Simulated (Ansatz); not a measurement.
Here is the system:

WS2 (2H-MoS2 type, space group P6_3/mmc)

```cif
data_S4W2
_chemical_formula_sum 'W2 S4'
_space_group_name_H-M_alt 'P63/mmc'
_space_group_IT_number 194
_space_group_name_Hall '-P 6c 2c'
_cell_length_a 3.16997
_cell_length_b 3.16997
_cell_length_c 12.49180
_cell_angle_alpha 90.000
_cell_angle_beta 90.000
_cell_angle_gamma 120.000
loop_
_atom_site_label
_atom_site_type_symbol
_atom_site_symmetry_multiplicity
_atom_site_Wyckoff_symbol
_atom_site_fract_x
_atom_site_fract_y
_atom_site_fract_z
_atom_site_occupancy
W1 W 2 c 0.33333 0.66667 0.25000 1
S1 S 4 f 0.66667 0.33333 0.12490 1
```

The volume is varied about the relaxed value V₀ at fixed cell shape. The atoms relax within the cell's symmetry.

Method: r2SCAN+rVV10 (plane waves to 500 eV, PAW, scalar-relativistic; Ansatz, a first-principles code). k mesh 12×12×3 (Γ-centred), Fermi-Dirac smearing 0.05 eV. E stands for the smeared free energy. Stress and pressure are positive under compression. With the shape held, the modulus is that of even scaling; a crystal free to change shape is softer. Spin-orbit coupling is left out, though W is heavy. WS2 is run without spin polarisation. WS2 was relaxed with its symmetry unable to fall. The zero of ΔE is the relaxed starting cell.

The scan covers V/V₀ from 0.840 to 1.160 in 13 points.

### Question
What is ΔE at V/V₀ = 1.160?

### Answer
91.1 meV/atom.

### Question
What is ΔE at V/V₀ = 0.840?

### Answer
156.2 meV/atom.

### Question
What pressure does the cell carry at V/V₀ = 0.840?

### Answer
20.2 GPa.

(Under strain, the slope of the energy per volume gives the stress and its curvature an elastic modulus.)
